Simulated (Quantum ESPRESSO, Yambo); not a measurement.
## G0W0 results for KHF₂

KHF$_{2}$ is modelled in the tetragonal space group I4/mcm (No. 140), Pearson symbol tI16. Lattice parameters: a = 5.599 Å, b = 5.599 Å, c = 6.706 Å, α = 90.00°, β = 90.00°, γ = 90.00°. H on 4d sees 2 F at 1.141 Å (no clear gap to further neighbours). F on 8h has 1 H at 1.141 Å and 4 K at 2.726 Å. K on 4a sees 8 F at 2.726 Å. (Neighbours: up to the widest gap in distance over summed covalent radii, below 1.35, at either atom; cation-cation contacts left out.)
(The calculation used a cell of 8 atoms; values per cell refer to that cell.)

The geometry is that of Materials Project entry mp-23846, symmetrised and not relaxed again.

Starting point: LDA (Quantum ESPRESSO, PseudoDojo norm-conserving, 84 Ry, scalar-relativistic). G0W0 in Yambo: 4×4×4 Γ-centred k mesh, 118 bands and a 6 Ry block in the screening, 118 bands in G with the Bruneval-Gonze terminator, plasmon pole fitted at 27.2 eV.

```yaml
LDA gap along the band path: 6.91 eV
LDA gap between the mesh's edge points (Z → Γ): 6.91 eV
G0W0 gap between the same points: 11.60 eV
LDA smallest direct gap on the mesh (at Γ): 6.97 eV
G0W0 direct gap at that point: 11.66 eV
```

```json
[
 {"k point": "Γ", "band": "VB", "E LDA (eV)": "-0.06", "E QP (eV)": "-2.99", "shift (eV)": "-2.93", "Z": "0.83"},
 {"k point": "Γ", "band": "CB", "E LDA (eV)": "6.91", "E QP (eV)": "8.67", "shift (eV)": "1.77", "Z": "0.90"},
 {"k point": "Z", "band": "VB", "E LDA (eV)": "0.00", "E QP (eV)": "-2.93", "shift (eV)": "-2.93", "Z": "0.83"},
 {"k point": "Z", "band": "CB", "E LDA (eV)": "9.41", "E QP (eV)": "11.70", "shift (eV)": "2.29", "Z": "0.90"}
]
```

Energies count from the LDA valence-band maximum.

Nearest settings tried, and what they do to the gap: 94 bands in W, 94 bands in G: +64 meV; 5 Ry block (153 vectors against 181): -2 meV; 2×2×2 mesh: -29 meV. So the settings aren't converged at that level.
